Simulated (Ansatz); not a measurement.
# Elastic constants of PIr2: input and output

Theory: DFT LDA, scalar-relativistic, plane waves, PAW (Ansatz 0.2.0).

Launched with:
```bash
ansatz run input.yaml --threads 1 --pin off --max-ram 3072MiB --backend cpu --events-out ev --progress --plain --runs-dir out
```

Input (bare energies are in eV):
```yaml
crystal:
  lattice:
    - [0.0, 2.7532287306, 2.7532287306]
    - [2.7532287306, 0.0, 2.7532287306]
    - [2.7532287306, 2.7532287306, 0.0]
  atoms:
    - { symbol: P, position: [0.0, 0.0, 0.0] }
    - { symbol: Ir, position: [0.25, 0.25, 0.25] }
    - { symbol: Ir, position: [0.75, 0.75, 0.75] }
basis:
  ecutwfc: 420
kpoints:
  mp_grid: { grid: [14, 14, 14] }
hamiltonian:
  xc: lda
scf:
  occupations: { method: fermi_dirac, width: 0.15 }
output:
  forces: true
  stress: true
  eigenvalues: true
elastic:
  mode: relaxed_ion
  amplitude: 0.005
  stencil: two_point
```

From the output:
```
--- Elastic constants: 2 strain directions × 2 members + reference (group order 48) ---
  dense FFT box of the reference and of every strained cell: 27×27×27
  strains applied: 11, 23; error gains: componentwise 1.00 (the most a stress slope's error grows in a printed constant), spectral 1.73 (1 for all six strains in a standard setting)
  C = ∂σ_k/∂η_j (tension-positive GPa; Voigt order 11 22 33 23 13 12):
       645.130    152.071    152.071      0.000     -0.000     -0.000
       152.071    645.130    152.071     -0.000      0.000      0.000
       152.071    152.071    645.130     -0.000     -0.000      0.000
        -0.000      0.000      0.000     54.960     -0.000     -0.000
        -0.000      0.000     -0.000      0.000     54.960     -0.000
        -0.000      0.000     -0.000     -0.000     -0.000     54.960
  reference stress σ⁰ (GPa):     -0.000     -0.000     -0.000      0.000      0.000     -0.000
  C* (energy form; C + prestress term) asymmetry max|C*_kj − C*_jk| = 2.842e-14 GPa — a small one proves nothing (zero by symmetry where the batch's group is 432, −43m or m−3m); a large one is finite-difference/SCF noise where every solve ...
  moduli (Voigt/Reuss/Hill, GPa): K = 316.42/316.42/316.42   G = 131.59/79.75/105.67   E = 285.25   ν = 0.350
  mechanically stable: yes (min eigenvalue of sym C = 54.96 GPa)
  strain η (Voigt 11):  stress-route row diagonal C_11 = 645.13 GPa, energy-path curvature d²(F+E_count+ΔE)/dδ²/Ω₀ = 645.04 GPa
         δ    σ_11 (GPa) F (eV) n_scf n_hpsi n_pw
    -5.000e-3      -3.3015      -24054.1135323       9  110589    869   relax 0 steps, max|allowed force component| 1.11e-16 eV/Å
     5.000e-3       3.1498      -24054.1135969       7   90404    869   relax 0 steps, max|allowed force component| 1.11e-16 eV/Å
  strain η (Voigt 23):  stress-route row diagonal C_44 = 54.96 GPa, energy-path curvature d²(F+E_count+ΔE)/dδ²/Ω₀ = 54.98 GPa
         δ    σ_23 (GPa) F (eV) n_scf n_hpsi n_pw
    -5.000e-3      -0.2748      -24054.1154854       6  127779    869   relax 3 steps, max|allowed force component| 5.63e-8 eV/Å
     5.000e-3       0.2748      -24054.1154854       6  127806    869   relax 2 steps, max|allowed force component| 1.17e-6 eV/Å
```

The run took 2.9 min on 1 thread of Arm Neoverse V2, with other jobs on the host, peak memory 0.61 GiB.

In a metal, frequencies and elastic constants depend on the k mesh and the smearing, soft modes and shear constants most. Spin–orbit coupling is left out, which can shift energies with elements as heavy as these.